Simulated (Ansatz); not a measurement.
## Bi2Se3: frozen-core PAW against all-electron methods

```
CELL_PARAMETERS angstrom
2.06457 1.19198 9.51341
-2.06457 1.19198 9.51341
0.00000 -2.38396 9.51341
ATOMIC_POSITIONS crystal
Bi 0.40080 0.40080 0.40080
Bi 0.59920 0.59920 0.59920
Se 0.00000 0.00000 0.00000
Se 0.21170 0.21170 0.21170
Se 0.78830 0.78830 0.78830
```

Atom numbers follow the list: Bi1, Bi2, Se3, Se4, Se5.

The cell is COD entry 9011965, as deposited and not checked against the literature; nothing was relaxed. The listed cell was then made from it by scaling, straining or moving an atom.

Spin–orbit coupling is left out, though it moves levels of the heavy atoms by tenths of an eV or more.

Methods: DFT, PBEsol, PAW with Ansatz's default frozen-core files, scalar-relativistic (Ansatz 0.2.0); DFT, PBEsol, all-electron PAW with datasets made for the crystal, scalar-relativistic (Ansatz 0.2.0); DFT, PBEsol, all-electron LAPW, scalar-relativistic (Ansatz 0.2.0).

For PAW: a Γ-centred 6×6×6 k mesh, Fermi–Dirac smearing of 0.03 eV, cutoff 420 eV, no spin polarisation; the PAW files were made with PBE, and the program remakes their frozen cores for this functional. The crystal-made all-electron datasets (AE datasets) take a cutoff of 240 eV at this cell. LAPW targets a basis error of 0.5 meV/atom. The Ansatz runs share mesh, smearing and spin set-up. Plane-wave (PAW) pressures include the program's estimate of the Pulay term.

Stress and pressure are positive in compression.

The change that made this cell: volume scaled by 0.99.

| quantity | PAW | AE datasets | LAPW |
| --- | --- | --- | --- |
| pressure (GPa) | 0.30 | 0.31 | 0.31 |
| force on Bi1, z (eV/Å) | -0.210 | -0.211 | -0.210 |
| force on Se4, z (eV/Å) | -0.159 | -0.161 | -0.161 |
| band gap (eV) | 0.136 | 0.136 | 0.136 |

PAW's pressure differs from the LAPW value by about 0.01 GPa or less. Datasets made for the crystal and LAPW share parts of one code, so their agreement isn't an independent check.
